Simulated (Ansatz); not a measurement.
C:
```
C
1.0
    2.50983     0.00000     0.00000
   -1.25491     2.17357     0.00000
    0.00000     0.00000     8.28029
C
8
Direct
  0.00000   0.00000   0.59294
  0.00000   0.00000   0.40706
  0.00000   0.00000   0.09294
  0.00000   0.00000   0.90706
  0.33333   0.66667   0.34450
  0.66667   0.33333   0.65550
  0.66667   0.33333   0.84450
  0.33333   0.66667   0.15550
```

Relaxed with r²SCAN.

### Question
Map the electron localisation function on the plane through (0.000, 0.000, 0.593) spanned by u = [0, 0, 1] and v = [1, -1, 0] in lattice vectors, from r²SCAN (plane waves, PAW; program Ansatz).

### Answer
x is the fraction of u, y of v (the angle between them is 90°; rows are the nearest grid lines); atoms in the plane: C at (0.00, 0.00), C at (0.81, 0.00), C at (0.50, 0.00), C at (0.31, 0.00), C at (0.75, 0.33), C at (0.06, 0.67), C at (0.25, 0.67), C at (0.56, 0.33).
```
y \ x   0.000  0.100  0.175  0.275  0.375  0.450  0.550  0.625  0.725  0.825  0.900   1.00
------  -----  -----  -----  -----  -----  -----  -----  -----  -----  -----  -----  -----
1.00    0.006  0.366  0.054  0.198  0.843  0.677  0.338  0.124  0.451  0.011  0.945  0.006
0.909   0.569  0.507  0.105  0.794  0.746  0.645  0.622  0.120  0.473  0.334  0.831  0.569
0.864   0.868  0.622  0.243  0.933  0.617  0.545  0.633  0.098  0.389  0.517  0.611  0.868
0.773   0.841  0.625  0.745  0.841  0.286  0.136  0.245  0.044  0.123  0.236  0.102  0.841
0.682   0.464  0.334  0.922  0.055  0.179  0.018  0.036  0.017  0.027  0.030  0.025  0.464
0.636   0.492  0.359  0.914  0.094  0.178  0.020  0.045  0.020  0.032  0.036  0.025  0.492
0.545   0.616  0.535  0.697  0.611  0.125  0.071  0.367  0.200  0.284  0.226  0.033  0.616
0.455   0.275  0.255  0.181  0.370  0.049  0.204  0.569  0.653  0.500  0.559  0.043  0.275
0.364   0.040  0.028  0.017  0.046  0.018  0.277  0.035  0.836  0.142  0.519  0.048  0.040
0.318   0.033  0.023  0.015  0.037  0.017  0.277  0.016  0.844  0.110  0.501  0.048  0.033
0.227   0.258  0.091  0.032  0.267  0.116  0.407  0.797  0.707  0.618  0.796  0.127  0.258
0.136   0.548  0.284  0.052  0.644  0.576  0.634  0.923  0.342  0.736  0.815  0.612  0.548
0.0909  0.345  0.359  0.057  0.586  0.738  0.673  0.807  0.200  0.633  0.516  0.830  0.345
0.000   0.006  0.366  0.054  0.198  0.843  0.677  0.338  0.124  0.451  0.011  0.945  0.006
```

The density is the valence pseudo-density with augmentation charge, so density and ELF within about 1 Å of a nucleus are not all-electron values.

Space group P6_3/mmc. The workflow started from a Materials Project entry (that database holds measured and hypothetical structures alike). Its sites differ from those of the usual phase in this space group: another stacking or structure type. Symmetry was held in the r²SCAN relaxation; phonons on a q-mesh show no instability.

Potentials: the earlier of the program's two PAW sets.
